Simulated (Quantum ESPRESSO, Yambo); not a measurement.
At a photon energy of 7.88 eV, RPA with local fields on LDA bands shifted by a G0W0 scissor of 2.41 eV (Quantum ESPRESSO and Yambo; 4×4×2 mesh, 124 bands, 3 Ry local-field block, 0.2 eV broadening) gives ε = 4.14 + 1.07i for SrBrOH (space group C2/m, No. 12), field along x. Axes are Cartesian, with cell vectors (Å) (5.54, -2.17, 0.00), (5.54, 2.17, 0.00), (-2.15, 0.00, 7.12).

Problem. Work out n, κ, the normal-incidence reflectivity, the absorption coefficient and the penetration depth.

Solution. 
|ε| = 4.28; n = √((|ε| + ε1)/2) = 2.05, κ = √((|ε| − ε1)/2) = 0.26. R = ((n − 1)² + κ²)/((n + 1)² + κ²) = 0.13. α = 2Eκ/(ħc) with ħc = 197.327 eV nm: 0.0208 per nm = 2.1 × 10⁵ per cm, a 1/e depth of 48 nm. The computed direct gap is 6.36 eV, and the energy scale of the real crystal may differ from it. Excitonic effects are left out, and values at one energy depend on mesh and broadening. The scissor comes from a G0W0 run whose convergence isn't established. Convergence of the RPA response with its 4×4×2 mesh was not tested.

Spin-orbit coupling is not included.

Geometry of the Materials Project entry, not relaxed at this level; primitive cell a = 5.9506 Å, b = 5.9506 Å, c = 7.4368 Å, α = 105.60°, β = 105.60°, γ = 42.76°.

The structure is a Materials Project entry; no match was found in the copy of COD used, and its stability was not checked.
